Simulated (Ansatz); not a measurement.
Bi2Se3 (Bi2Te3 type, space group R-3m)

```
CELL_PARAMETERS angstrom
      2.07216     1.19636     9.48267
     -2.07216     1.19636     9.48267
      0.00000    -2.39272     9.48267
ATOMIC_POSITIONS crystal
  Bi 0.40087 0.40087 0.40087
  Bi 0.59913 0.59913 0.59913
  Se 0.00000 0.00000 0.00000
  Se 0.21052 0.21052 0.21052
  Se 0.78948 0.78948 0.78948
```

In this cell atom 3 (Se, nearest neighbour Bi at 3.069 Å; its periodic images, 4.1 Å or more away, move with it) is moved by s along Cartesian [110], unit vector (0.707, 0.707, 0.000); all other atoms and the cell stay fixed.

These are PBE-D3(BJ) (plane waves to 420 eV, PAW, scalar-relativistic; Ansatz, a quantum-chemistry and plane-wave program) values and carry that method's errors. k mesh 8×8×8 (Γ-centred), Fermi-Dirac smearing 0.05 eV. Energies are smeared free energies. Bi2Se3 was relaxed with its symmetry unable to fall. Spin-orbit coupling is left out, though Bi is heavy. ΔE is measured from the undisplaced structure.

```json
[
 {"s (Å)": "-0.610", "ΔE (meV/cell)": "620"},
 {"s (Å)": "-0.488", "ΔE (meV/cell)": "390"},
 {"s (Å)": "-0.366", "ΔE (meV/cell)": "215"},
 {"s (Å)": "-0.244", "ΔE (meV/cell)": "94"},
 {"s (Å)": "-0.122", "ΔE (meV/cell)": "23"},
 {"s (Å)": "0.000", "ΔE (meV/cell)": "0"},
 {"s (Å)": "0.122", "ΔE (meV/cell)": "23"},
 {"s (Å)": "0.244", "ΔE (meV/cell)": "94"},
 {"s (Å)": "0.366", "ΔE (meV/cell)": "215"},
 {"s (Å)": "0.488", "ΔE (meV/cell)": "390"},
 {"s (Å)": "0.610", "ΔE (meV/cell)": "620"}
]
```

Problem. What force constant k = d²E/ds² at s = 0 does the table give?

Solution. 3.1 eV/Å². It is the second difference of the nearest points, corrected with the next pair.

Problem. With k = 3.12 eV/Å² from the forces, is the well harmonic out to s = 0.610 Å?

Solution. ½ks² = 580 meV/cell against the computed 620 meV/cell, so the well is stiffer than harmonic there.

(A displaced cell: forces are minus the slopes of the energy, force constants its curvatures, and phonons follow from these.)
